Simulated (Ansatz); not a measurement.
CuI:
```
CuI
1.0
    0.00000     2.93101     2.93101
    2.93101     0.00000     2.93101
    2.93101     2.93101     0.00000
I Cu
1 1
Direct
  0.75000   0.75000   0.75000
  0.00000   0.00000   0.00000
```

Cartesian axes are those of the cell as given.

Question: Give the proper piezoelectric stress tensor with relaxed ions from DFT-LDA in the program Ansatz with PAW potentials.

Answer: In C/m², rows x, y, z, Voigt columns; mesh uncertainty up to 0.00.
```
 0.00   0.00   0.00  -0.07   0.00   0.00
 0.00   0.00   0.00   0.00  -0.07   0.00
 0.00   0.00   0.00   0.00   0.00  -0.07
```

The elastic tensor of the same run (GPa):

```tsv
	1	2	3	4	5	6
1	71.1	49.5	49.5	0.0	0.0	0.0
2	49.5	71.1	49.5	0.0	0.0	0.0
3	49.5	49.5	71.1	0.0	0.0	0.0
4	0.0	0.0	0.0	26.8	0.0	0.0
5	0.0	0.0	0.0	0.0	26.8	0.0
6	0.0	0.0	0.0	0.0	0.0	26.8
```

Question: Convert to strain constants d = e·S.

Answer: In pC/N:
```
 0.0   0.0   0.0  -2.5   0.0   0.0
 0.0   0.0   0.0   0.0  -2.5   0.0
 0.0   0.0   0.0   0.0   0.0  -2.5
```

Space group F-43m (zinc blende). The LDA relaxation kept the symmetry of its start; phonons on a q-mesh show no instability. No spin polarisation was allowed. The volume moved by -17 % from the start of the relaxation. Scalar-relativistic: spin–orbit coupling is off unless named, which matters more the heavier the elements.

Potentials: the later of the program's two PAW sets.
